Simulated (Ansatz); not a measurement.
Given:

KLuS2:
```yaml
crystal:
  lattice:
    - [1.95449, 1.12843, 7.23696]
    - [-1.95449, 1.12843, 7.23696]
    - [0.00000, -2.25685, 7.23696]
  atoms:
    - { symbol: Lu, position: [0.50000, 0.50000, 0.50000] }
    - { symbol: K, position: [0.00000, 0.00000, 0.00000] }
    - { symbol: S, position: [0.23341, 0.23341, 0.23341] }
    - { symbol: S, position: [0.76659, 0.76659, 0.76659] }
```

This is the PBEsol-relaxed structure. Cartesian axes are those of the cell as given.

### Question
All from PBEsol in the plane-wave PAW code Ansatz, unless another level is named. Predict the bulk modulus (Birch–Murnaghan fit).

### Answer
48.9 GPa.

### Question
Predict the highest zone-centre frequency (without LO–TO term).

### Answer
281 cm⁻¹.

### Question
Next, the elastic constants (relaxed ions, GPa)?

### Answer
C11 = 101, C12 = 25.4, C13 = 26.3, C14 = 10.7, C33 = 85.0, C44 = 30.8.

Space group R-3m. The workflow started from an entry of the Crystallography Open Database (COD, 301 K). Its standing as an ambient phase is unchecked. The cell was relaxed with PBEsol under the symmetry of its start; of distortions, only those at the zone centre were tested. Spin–orbit coupling is left out wherever it is not named.

Potentials: the later of the program's two PAW sets.
